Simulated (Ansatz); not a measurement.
The relaxed structure here is a generated cell of PbS: the first start was made by a random draw of sites in a space group, and the end was not matched to a known phase here, so it may be hypothetical. Known forms of PbS include space group No. 225.

A structure of PbS relaxed with PBEsol (plane waves to 420 eV, PAW, scalar-relativistic; Ansatz, a program for electronic structure); single points at other levels follow on the same geometry (Ansatz, PAW; HSE06 at 420 eV on a 6×6×6 k-mesh; no spin-orbit coupling). Space group P3m1 (No. 156).

```
PbS
1.0
    3.46373    -2.00145     0.00000
    3.46373     2.00145     0.00000
   -0.00288     0.00000     3.88674
Pb S
1 1
Direct
  0.83888   0.83888   0.96179
  0.17213   0.17213   0.55940
```

| level | gap (eV) | kind | conduction minimum |
|---|---|---|---|
| PBEsol | 0.06 | indirect | – |
| HSE06 | ? | – | – |

### Question
What belongs in the gaps?

### Answer

- HSE06, gap (eV): 0.49

HSE06 gaps come from a coarse mesh plus a few chosen points, so they may be too large. No spin polarisation in the result.

It was reached from a disturbed copy of a P4/mmm (No. 123) cell, against which it lies -0.32 eV/atom.
